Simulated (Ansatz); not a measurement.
**Calculated Na-23 nuclear quadrupole resonance for Na₃AlP₂H₂O₉**

Cell: a Materials Project structure (computed, not necessarily an observed phase), atoms as given.

Space group C2/m (No. 12); a = 15.4362, b = 7.1161, c = 7.1394 Å, β = 96.64°.

| site | Wyckoff | site symmetry | x | y | z |
| --- | --- | --- | --- | --- | --- |
| Na1 | 4g | 2 | 0.5000 | 0.2651 | 0.0000 |
| Na3 | 4i | m | 0.6102 | 0.0000 | 0.7093 |
| Na5 | 4f | -1 | 0.2500 | 0.7500 | 0.5000 |
| Al | 4e | -1 | 0.2500 | 0.7500 | 0.0000 |
| H9 | 4i | m | 0.0625 | 0.0000 | 0.4038 |
| H11 | 4i | m | 0.1932 | 0.0000 | 0.1752 |
| P13 | 4i | m | 0.3771 | 0.0000 | 0.7742 |
| P15 | 4i | m | 0.1198 | 0.0000 | 0.7100 |
| O17 | 4i | m | 0.4765 | 0.0000 | 0.7873 |
| O19 | 4i | m | 0.3336 | 0.0000 | 0.5698 |
| O21 | 8j | 1 | 0.3480 | 0.8203 | 0.8808 |
| O25 | 8j | 1 | 0.6704 | 0.3199 | 0.7766 |
| O29 | 4i | m | 0.0259 | 0.0000 | 0.7585 |
| O31 | 4i | m | 0.1210 | 0.0000 | 0.4842 |
| O33 | 4i | m | 0.2434 | 0.0000 | 0.1049 |

One atom of each set is listed; the run and its k-mesh use a cell of 34 atoms with edges of 8.50, 8.50, 7.14 Å.

All values are calculated (Ansatz; DFT, PBE, plane waves and PAW, scalar-relativistic, 420 eV cutoff, Γ-centred 4×4×3 k-points, Fermi–Dirac smearing 0.02 eV), not measured.

Na-23: I = 3/2, Q = 104.0 mb (year-2017 value). Static lattice, zero field.

Sites with a gradient: Na1 (2 atoms; 6 O at 2.42–2.48 Å); Na3 (2 atoms; 5 O at 2.20–2.48 Å); Na5 (2 atoms; 6 O at 2.22–2.66 Å; also 2 O at 3.00 Å).

(1) The simulated spectrum has lines at 0.713, 1.93, 3.42 MHz. Sort them into the sets that belong together, and say which site each set most likely comes from.

Results:

(1) For I = 3/2 there is one line, ν = (|C_Q|/2)(1 + η²/3)^½. Na1: 0.713 MHz (|C_Q| = 1.43 MHz, η = 0.03). Na3: 1.93 MHz (|C_Q| = 3.85 MHz, η = 0.10). Na5: 3.42 MHz (|C_Q| = 6.43 MHz, η = 0.63).

The sites follow from the calculation. Like point charges on the first shell alone (each adding as 1/d³) would give the same order, so the shape of the shell goes a long way to explain it.
